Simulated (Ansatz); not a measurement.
**NiTe2: computed property card**

NiTe2:
```xyz
3
Lattice="3.8470 0.0000 0.0000 -1.9235 3.3316 0.0000 0.0000 0.0000 5.3215" Properties=species:S:1:pos:R:3 pbc="T T T"
Ni     0.0000     0.0000     0.0000
Te     0.0000     2.2211     1.3028
Te     1.9235     1.1105     4.0188
```

Space group P-3m1 (No. 164), CdI2 type; conventional cell a = b = 3.847 Å, c = 5.322 Å, α = β = 90.00°, γ = 120.00°.

Method: the program Ansatz at the r²SCAN+D4 level (PAW). Structure relaxed to zero pressure with the same functional. Other levels are named where they apply.

Cell and energy:

* **Volume per atom**: 22.74 Å³
* **Density**: 7.64 g/cm³
* **Formation energy from the elements (no fitted shifts)**: -0.24 eV/atom

Electronic structure:

Electronic character: metallic (no gap)
Density of states at the Fermi level: 0.49 states/eV per atom (mean over ±0.08 eV)

Magnetism:

- Magnetic order: non-magnetic (starting moments vanished)

Mechanics:

Bulk modulus (Birch–Murnaghan fit): 42.0 GPa
Pressure derivative B′: 10.1

Charges:

Bader charges: Ni +0.07, Te -0.04 e

The workflow started from an entry of the Crystallography Open Database (COD). Whether it is the stable phase at ambient conditions was not checked. The cell was relaxed with r²SCAN+D4 under the symmetry of its start; its stability against distortions is not shown here. The workflow began spin-polarised and lost its moments. The cell computed holds one magnetic atom, so no antiferromagnetic order was within reach. The references are the lowest solids computed at this level, not always the standard phases. Spin–orbit coupling is left out wherever it is not named.

Potentials: the later of the program's two PAW sets.
